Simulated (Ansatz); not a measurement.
LaN (zinc blende, F-43m) is relaxed with DFT-PBEsol in the program Ansatz with PAW potentials. What lattice parameters of the conventional cell result?

a = 5.546 Å.

Is it a metal or does it have a gap at this level?

A gap of 1.07 eV, indirect.

The start of the workflow was typed in or built on a structure type; neither database checked (COD, Materials Project) lists it. COD files the formula under space group No. 225, so this cell is another polymorph or a model. Its standing as an ambient phase is unchecked. Symmetry was held in the PBEsol relaxation; phonons on a q-mesh show no instability. Scalar-relativistic: spin–orbit coupling is off unless named, which matters more the heavier the elements.

Potentials: the later of the program's two PAW sets.
